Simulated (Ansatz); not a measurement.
HfOs:
```yaml
crystal:
  lattice:
    - [3.22415, 0.00000, 0.00000]
    - [0.00000, 3.22415, 0.00000]
    - [0.00000, 0.00000, 3.22415]
  atoms:
    - { symbol: Hf, position: [0.00000, 0.00000, 0.00000] }
    - { symbol: Os, position: [0.50000, 0.50000, 0.50000] }
```

Relaxed with PBEsol. Special points in fractions of this cell's reciprocal vectors: Γ (0.000, 0.000, 0.000); X (0.000, 0.500, 0.000); M (0.500, 0.500, 0.000); R (0.500, 0.500, 0.500).

Task: List the band energies nearest the Fermi level at these points for the program Ansatz at the PBEsol level (PAW).

Result: In eV from the Fermi level; about four levels below and three above (degenerate sets whole), none deeper than 8.9 eV; points with the same levels are listed once.

```csv
k,below,above
Γ,-5.35 -5.35 -1.52 -1.52 -1.52,2.62 2.62 6.25 6.25 6.25
X,-1.67 -1.67 -0.93 -0.55,1.19 1.43 1.43
M,-5.91 -5.59 -3.33 -3.33,0.63 0.79 0.99 0.99
R,-3.13 -3.13 -3.13 -2.00 -2.00 -2.00,0.73 0.73 4.44
```

Space group Pm-3m (CsCl type). The workflow started from a Materials Project entry (that database holds measured and hypothetical structures alike); the Crystallography Open Database files this formula in space group No. 221, but the cells were not matched. Whether it is the stable phase at ambient conditions was not checked. The cell was relaxed with PBEsol under the symmetry of its start; of distortions, only those at the zone centre were tested. No spin polarisation was allowed. Scalar-relativistic: spin–orbit coupling is off unless named, which matters more the heavier the elements.

Potentials: the later of the program's two PAW sets.
